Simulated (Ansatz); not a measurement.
Input:

BN:
```
CELL_PARAMETERS angstrom
      0.00000     1.74132     1.74132
      1.74132     0.00000     1.74132
      1.74132     1.74132     0.00000
ATOMIC_POSITIONS crystal
  N  0.00000 0.00000 0.00000
  B  0.50000 0.50000 0.50000
```

This is the PBEsol-relaxed structure.

**Question.** All from PBEsol (plane waves, PAW; program Ansatz), unless another level is named. Give the smallest direct gap on the standard path.

**Answer.** 5.87 eV.

**Question.** Next, the band gap?

**Answer.** 1.28 eV (indirect).

**Question.** What about the valence-band maximum?

**Answer.** on the K–Γ line, 56 % of the way from K.

**Question.** And the weight of the valence-edge state by species (Voronoi cells)?

**Answer.** N 88 %, B 12 %.

**Question.** Predict the weight of the conduction-edge state by species (Voronoi cells).

**Answer.** B 71 %, N 29 %.

Space group Fm-3m (rock salt). The start of the workflow was typed in or built on a structure type; neither database checked (COD, Materials Project) lists it. It is not the phase usual at ambient conditions (space group No. 186, 194, 216). Symmetry was held in the PBEsol relaxation. At this level the phase is dynamically unstable (imaginary phonons). Its formation energy is positive at this level, so the cell may be metastable or incomplete.

Potentials: the later of the program's two PAW sets.
